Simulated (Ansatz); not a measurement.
AgI:
```
AgI
1.0
    4.24110     0.00000     0.00000
    0.00000     4.24110     0.00000
    0.00000     0.00000     6.31334
Ag I
2 2
Direct
  0.00000   0.00000   0.00000
  0.50000   0.50000   0.00000
  0.00000   0.50000   0.70452
  0.50000   0.00000   0.29548
```

LDA (plane waves, PAW; program Ansatz) gives a gap of 1.03 eV without spin–orbit coupling, maximum at Γ, minimum at Γ.

Q: What happens when spin–orbit coupling is switched on?

A: The gap falls by 0.30 eV, to 0.73 eV; maximum at Γ, minimum at Γ.

Q: Give the electron effective mass with spin–orbit coupling.

A: 0.13, 0.13, 0.21 mₑ (principal values).

Q: Give the hole effective mass with spin–orbit coupling.

A: 0.19, 0.19, 0.56 mₑ (principal values).

Space group P4/nmm. The workflow started from a Materials Project entry (that database holds measured and hypothetical structures alike); the Crystallography Open Database copy checked does not list it. It is not the phase usual at ambient conditions (space group No. 186, 216). Symmetry was held in the LDA relaxation; its stability against distortions is not shown here. The run is not spin-polarised. A crystal of weakly bound layers computed without a dispersion correction: the cell and the soft elastic constants depend strongly on that.

Potentials: the later of the program's two PAW sets.
